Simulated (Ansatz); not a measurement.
Starting cell, SiC (wurtzite):

```
SiC
1.0
    6.18384     0.00000     0.00000
   -1.54596     2.67768     0.00000
    0.00000     0.00000     5.07421
Si C
4 4
Direct
  0.33333   0.33333   0.00052
  0.83333   0.33333   0.00052
  0.16667   0.66667   0.50052
  0.66667   0.66667   0.50052
  0.33333   0.33333   0.62468
  0.83333   0.33333   0.62468
  0.16667   0.66667   0.12468
  0.66667   0.66667   0.12468
```

A phonon eigenvector at M = (0.5, 0.0, 0.0) is frozen into this cell: atom i moves by Q times the vector below, so Q is the largest atomic displacement, in Å. The cell is held. (q is in reciprocal vectors of the primitive cell; the cell shown is doubled to hold the pattern.)

| atom | x | y | z |
|---|---|---|---|
| Si1 | -0.859 | -0.496 | -0.128 |
| Si2 | 0.859 | 0.496 | 0.128 |
| Si3 | 0.859 | 0.496 | -0.128 |
| Si4 | -0.859 | -0.496 | 0.128 |
| C5 | -0.442 | -0.255 | 0.432 |
| C6 | 0.442 | 0.255 | -0.432 |
| C7 | 0.442 | 0.255 | 0.432 |
| C8 | -0.442 | -0.255 | -0.432 |

Method: PBE (plane waves to 420 eV, PAW, scalar-relativistic; Ansatz, a program for electronic structure). k mesh 6×12×7 (Γ-centred), Fermi-Dirac smearing 0.05 eV. E stands for the smeared free energy. SiC was relaxed with its symmetry unable to fall. The PAW data are Ansatz's earlier set. The zero of ΔE is the undisplaced structure.

| Q (Å) | ΔE (meV/cell) |
|---|---|
| -0.180 | 2270 |
| -0.150 | withheld |
| -0.120 | 1029 |
| -0.090 | 583 |
| -0.060 | 260 |
| -0.030 | 65 |
| 0.000 | 0 |
| 0.030 | 65 |
| 0.060 | 260 |
| 0.090 | 583 |
| 0.120 | 1029 |
| 0.150 | withheld |
| 0.180 | 2270 |

Task: Fit an even polynomial form (powers 2, 4) to the given rows and predict ΔE at Q = -0.150.

Result: Least squares on the 11 given rows: ΔE = (72580)·Q² + (-77670)·Q⁴, in meV/cell with Q in Å; root-mean-square residual 0.2 meV/cell. At -0.150 the fit gives 1594 meV/cell; the calculation gives 1594 meV/cell, the same to the digits shown. The quadratic term alone would give 1633 meV/cell.

(For displaced atoms, the force is minus the slope of the energy, and its curvature is a force constant, which sets phonon frequencies.)
